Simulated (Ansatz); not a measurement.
Ca₃Zr₂S₇ in space group Cmc2_1 (No. 36; Pearson symbol oS48), PBE in the plane-wave PAW code Ansatz, all energies at zero smearing, with the estimated change up to a 700 eV cutoff added, with one set of potentials and settings (totals compare only within such a set). Cell of 24 atoms (6 Ca, 4 Zr, 14 S): -40309.052 eV.

```json
[
 {"element": "Ca", "reference phase": "Fm-3m, 1 atoms in the cell", "E (eV/atom)": "-1816.8597"},
 {"element": "Zr", "reference phase": "P6_3/mmc, 2 atoms in the cell", "E (eV/atom)": "-4183.8362"},
 {"element": "S", "reference phase": "Fddd, 32 atoms in the cell", "E (eV/atom)": "-902.0599"}
]
```

Formation energy per atom, worked out: (-40309.052 − 6×(-1816.8597) − 4×(-4183.8362) − 14×(-902.0599))/24 = -1.821 eV/atom (-176 kJ per mol of atoms), at 0 K, without zero-point energy or fitted corrections.

The start of the workflow was typed in or built on a structure type; neither database checked (COD, Materials Project) lists it. Its standing as an ambient phase is unchecked. The cell was relaxed with PBE under the symmetry of its start; its stability against distortions is not shown here. No spin polarisation was allowed. The references are the lowest solids computed at this level, not always the standard phases.

Potentials: the later of the program's two PAW sets.
